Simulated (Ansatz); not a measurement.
Below is a relaxed structure of AlInSbN2. The cell was found from a structure generator's guess, not taken from experiment.

These are results of DFT PBE, scalar-relativistic, plane waves, PAW (Ansatz), not measurements. Cutoff 420 eV, Γ-centred mesh, Gaussian smearing, no spin polarisation.

```yaml
crystal:
  lattice:
    - [2.92602, 0.00000, 0.00000]
    - [0.00000, 5.35776, 0.00000]
    - [0.00000, 0.00000, 11.09093]
  atoms:
    - { symbol: Al, position: [0.00000, 0.50000, 0.41159] }
    - { symbol: In, position: [0.00000, 0.00000, 0.52082] }
    - { symbol: Sb, position: [0.00000, 0.50000, 0.67089] }
    - { symbol: N, position: [0.00000, 0.00000, 0.10095] }
    - { symbol: N, position: [0.00000, 0.00000, 0.00161] }
```

The zero of energy is the elements' standard structures at the same level (N₂ as a molecule); no fitted shifts are applied.

Problem. Find its symmetry and describe it.

Solution. Pmm2 (No. 25). Conventional cell: a = 2.926 Å, b = 5.358 Å, c = 11.091 Å. Al has 1 Sb at 2.88 Å, 2 Al at 2.93 Å and 2 In at 2.94 Å; around In lie 2 In at 2.93 Å, 2 Al at 2.94 Å and 2 Sb at 3.15 Å; Sb is surrounded by 1 Al at 2.88 Å, 2 Sb at 2.93 Å and 2 In at 3.15 Å; N on its first site is surrounded by 1 N at 1.10 Å; 1 more site not described.

Problem. How far does it lie from the elements in energy?

Solution. +0.28 eV/atom. A positive value: parting into the elements would lower its energy.

Problem. Is it a metal?

Solution. Yes, bands cross the Fermi level on the 12×8×4 mesh.

The last run used a 12×8×4 mesh (in the run's order of axes) for its 5-atom cell and Gaussian smearing of 0.10 eV. Weakly bound directions are ill-defined at this level, which has no dispersion term. Spin–orbit coupling, which can matter for Sb, is left out. An odd number of electrons in the primitive cell allows no gap without spin; a larger cell or a magnetic state could open one. A structure relaxed within its symmetry needn't be a true minimum. Another cell of AlInSbN2 relaxed alike, in P3m1, lies 0.44 eV/atom lower, so this cell isn't the stable form at this level.
